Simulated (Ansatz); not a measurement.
**PN4, all-electron reference calculation**

Cell: model PN4 built from a small cell holding one bonded unit and then distorted.

Level of theory: PBE (all-electron LAPW, scalar-relativistic, Dirac core shells, point nuclei; Ansatz). Occupations are Fermi–Dirac at 0.15 eV on a coarse k-mesh, 2×2×2 (shift 0.5, 0.5, 0.5 mesh steps); the results hold for that mesh. In metals such a mesh can move stress, forces and moments by their own size. Spin-restricted. The cell's electron count is odd, so a run with spin could end lower. Labels count atoms in the order given.

```xyz
5
Lattice="0.0840 3.1291 3.1401 3.4998 0.0280 3.1961 3.4264 3.1116 0.1014" Properties=species:S:1:pos:R:3 pbc="T T T"
P     3.3052    4.2792    4.9004
N     4.0403    2.8947    5.3707
N     2.1004    4.4423    5.9696
N     2.4798    4.0370    3.4754
N     4.3965    5.4418    4.6473
```

Problem. What forces and pressure does this calculation give?

Solution. 
```tsv
atom	Fx (eV/Å)	Fy (eV/Å)	Fz (eV/Å)
P1	-0.470	-0.582	-0.989
N2	0.053	-0.849	0.764
N3	-1.351	0.875	0.519
N4	1.078	0.502	0.759
N5	0.689	0.054	-1.054
```

Stress (GPa; xx, yy, zz, yz, xz, xy; compression positive): 0.50, 2.02, -6.81, -1.18, -1.84, 3.44.

The pressure is -1.43 GPa and the largest force is 1.691 eV/Å.

## P4N: forces and stress of a distorted cell

This is model P4N in a small cell holding one bonded unit, strained and with atoms displaced.

Method as above, mesh 2×2×2 with shift 0.5, 0.5, 0.5. No spin polarisation. The cell's electron count is odd, so a run with spin could end lower.

Extended XYZ with forces in eV/Å (pressure in GPa):

```xyz
5
Lattice="-3.1175 3.2211 3.3451 2.9897 -3.0867 3.0829 3.0600 3.0292 -3.2107" Properties=species:S:1:pos:R:3:forces:R:3 pbc="T T T" pressure=-11.90
N     3.4282    0.6032    1.4330    0.1720   -0.6644   -0.2928
P     3.6968    0.2586    3.3915   -0.7525   -0.9070   -0.3544
P     1.4228    0.8025    1.1808    0.4120    0.7602    0.5703
P     4.3606   -0.9750    0.5845   -0.3064    0.4795    0.2301
P     4.2040    2.2810    0.7618    0.4747    0.3317   -0.1532
```

Stress tensor (GPa, compression positive):
```
-10.05   0.14   0.87
  0.14 -14.72   1.50
  0.87   1.50 -10.93
```
